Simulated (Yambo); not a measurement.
K2CO3 (space group C2/c, No. 15), G0W0@PBEsol in Yambo with this input:

```
rim_cut
gw0
dyson
el_el_corr
HF_and_locXC
ppa
em1d
RandQpts= 1000000
RandGvec= 1 Ry
EXXRLvcs= 84 Ry
VXCRLvcs= 336 Ry
Chimod= "HARTREE"
% BndsRnXp
 1 | 274 |
%
NGsBlkXp= 7 Ry
% LongDrXp
 1.0 | 1.0 | 1.0 |
%
PPAPntXp= 27.2114 eV
% GbndRnge
 1 | 274 |
%
GTermKind= "BG"
DysSolver= "n"
ExtendOut
```

On a 2×2×2 mesh, with wavefunctions cut at 84 Ry, the gap (Γ → Γ) is 6.677 eV and the valence edge shifts by -1.667 eV.

Q: What happens with this change: 2×2×1 mesh?

A: The gap falls by 0.045 eV, to 6.632 eV; the shift of the valence edge becomes -1.608 eV. Neither run is shown to be the converged limit.

Geometry of the Materials Project entry, not relaxed at this level; primitive cell a = b = 5.742 Å, c = 6.706 Å, α = β = 95.34°, γ = 121.68°.

A shift is the quasiparticle energy of the state minus its PBEsol energy.
